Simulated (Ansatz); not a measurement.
**Single point on WN3**

Cell: generated WN3 built from a cell of pyramidal units and then distorted, one atom being moved towards a neighbour.

Ansatz, all-electron LAPW; functional PBE; scalar relativity, no spin–orbit coupling, point nucleus. Brillouin zone: 2×2×2 (half-step shift), Fermi–Dirac smearing of 0.15 eV; a denser mesh would shift the values. For a metal, stress, forces and moments on so few k-points can be far from the converged ones. No spin polarisation. The cell's electron count is odd, so a run with spin could end lower. Labels count atoms in the order given.

Lattice vectors (Å):
```
 3.6044 -0.1317 -0.1290
-0.1317  3.6567  0.1148
-0.1290  0.1148  3.6447
```

```tsv
atom	x	y	z (fractional)
W1	0.8115	0.6212	0.8036
N2	0.0845	0.9742	0.0460
N3	0.0604	0.3904	0.3939
N4	0.4831	0.9660	0.4865
```

Forces (eV/Å): W1 (0.062, -1.221, -1.890); N2 (0.185, 0.027, -1.230); N3 (-1.750, 2.859, 1.493); N4 (1.503, -1.666, 1.627).

Stress tensor (GPa, compression positive):
```
-15.24   8.48  -9.09
  8.48  -3.20   6.72
 -9.09   6.72 -20.47
```

- All-electron E − TS, for this scheme: -443731.649 eV
- Pressure: -12.97 GPa
- Largest force: 3.670 eV/Å
